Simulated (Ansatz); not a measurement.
Theory: DFT PBE, scalar-relativistic, plane waves, PAW in Ansatz 0.2.0. Settings: cutoff 420 eV, Γ-centred meshes spaced at most about 0.3 Å⁻¹, and about 0.25 Å⁻¹ or finer for metals (2π included), Gaussian smearing. Collinear spin in cells that started with moments and kept them past the coarse steps, no spin elsewhere.

All energies are static (0 K, no zero-point motion).

Two forms of GdO4 were relaxed alike.

A. (site moments Gd 6.6; O -0.3 (×3), -1.0 μB)

Space group P6/mmm (No. 191). a = 4.561 Å, b = 4.561 Å, c = 4.597 Å, α = 90.00°, β = 90.00°, γ = 120.00°
| atom | site | symmetry | x | y | z |
| --- | --- | --- | --- | --- | --- |
| Gd | 1b | 6/mmm | 0.0000 | 0.0000 | 0.5000 |
| O | 3g | mmm | 0.5000 | 0.0000 | 0.5000 |
| O | 1a | 6/mmm | 0.0000 | 0.0000 | 0.0000 |

B. (site moments Gd 6.8 μB)

Space group I4/mmm (No. 139). a = 4.324 Å, b = 4.324 Å, c = 5.943 Å, α = 90.00°, β = 90.00°, γ = 90.00°
```json
{"atom": "Gd", "site": "2a", "symmetry": "4/mmm", "x": "0.0000", "y": "0.0000", "z": "0.0000"}
{"atom": "O", "site": "4e", "symmetry": "4mm", "x": "0.0000", "y": "0.0000", "z": "0.3981"}
{"atom": "O", "site": "4d", "symmetry": "-4m2", "x": "0.0000", "y": "0.5000", "z": "0.2500"}
```

**Question.** Which would you expect to be lower, and how large is the difference?

**Answer.** B is lower, by 0.38 eV/atom. A has space group P6/mmm (No. 191), 16.6 Å³/atom and no gap on its mesh; B has space group I4/mmm (No. 139), 11.1 Å³/atom and no gap. Counting O atoms around Gd (those within 1.25 times the shortest such distance or 1.15 times the sum of covalent radii; a plus sign parts nearer from farther groups), A has Gd 8 and B has Gd 2+8. B holds O–O pairs (shortest 1.21 Å, as in O₂); in A the shortest O–O distance is 2.28 Å. The denser one is the lower, and pressure would at first widen the difference. In A, Gd has 8 O at 2.28–2.30 Å; O on a site of symmetry mmm has 2 Gd at 2.28 Å and 4 O at 2.28 Å; O on a site of symmetry 6/mmm is surrounded by 2 Gd at 2.30 Å. In B, Gd has 2 O at 2.37 Å and 8 O at 2.62 Å; O on a site of symmetry 4mm has 1 O at 1.21 Å, 4 O at 2.33 Å and 1 Gd at 2.37 Å; O on a site of symmetry -4m2 is surrounded by 4 O at 2.33 Å and 4 Gd at 2.62 Å. Both come from invented guesses. A third cell relaxed alike, in R-3m, lies 0.36 eV/atom below the lower of the two.

In such compounds of Gd a zero gap at this level may well be an artefact, since no Hubbard U is applied. Another magnetic order may lie lower. Cells relaxed within their symmetry can be saddle points.
